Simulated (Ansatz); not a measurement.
# Notes on K9LaMg2

```
CELL_PARAMETERS angstrom
6.62478 0.00000 0.00000
-3.31239 5.73723 0.00000
0.00000 -3.82482 10.70697
ATOMIC_POSITIONS crystal
La 0.00000 0.00000 0.00000
K 0.50000 0.00010 0.50010
K 0.66645 0.33280 0.99925
K 0.33355 0.66720 0.00075
K 0.58665 0.66940 0.25605
K 0.58665 0.17330 0.25605
K 0.08275 0.66940 0.25605
K 0.41335 0.33060 0.74395
K 0.91725 0.33060 0.74395
K 0.41335 0.82670 0.74395
Mg 0.14470 0.28940 0.43410
Mg 0.85530 0.71060 0.56590
```

The numbers come from plane-wave PAW DFT (Ansatz): r2SCAN, no spin polarisation, 500 eV, 6×6×6 Γ-centred k points, fermi-dirac occupations (width 0.1 eV). Nothing was relaxed.

Problem. Is there a gap?

Solution. It is a metal, with about 13 states/eV a cell as the mean within 0.25 eV of the Fermi level.

Problem. Describe some of the short contacts.

Solution. K–K at 3.25 Å: least valence density 0.05 e/Å³ and ELF 0.02 there. K–Mg at 3.82 Å: least valence density 0.05 e/Å³ and ELF 0.12 there. La–K at 3.82 Å: least valence density 0.06 e/Å³ and ELF 0.12 there. Both are smooth PAW fields, read partly inside the augmentation spheres.

Problem. Where is the largest force?

Solution. The largest is on K9 (and as large on other atoms): 0.55 eV/Å, components (0.28, 0.16, -0.44). It makes 73° with the line to a nearest neighbour, K2 at 3.25 Å.

Problem. Is the cell too large or too small?

Solution. The pressure is 7.3 GPa (compression positive), so with the atoms held at these fractions the cell would first expand.

Origin: a known structure type with other elements, at an estimated volume, so it need not be a known compound. Caveats: f levels without a U or exact exchange are poorly placed.

Run time, from a saved density: 99 s on 1 thread of Intel(R) Xeon(R) 6975P-C (Granite Rapids), on a shared host, peak memory 1.9 GiB. The time holds forces, stress, DOS, ELF.
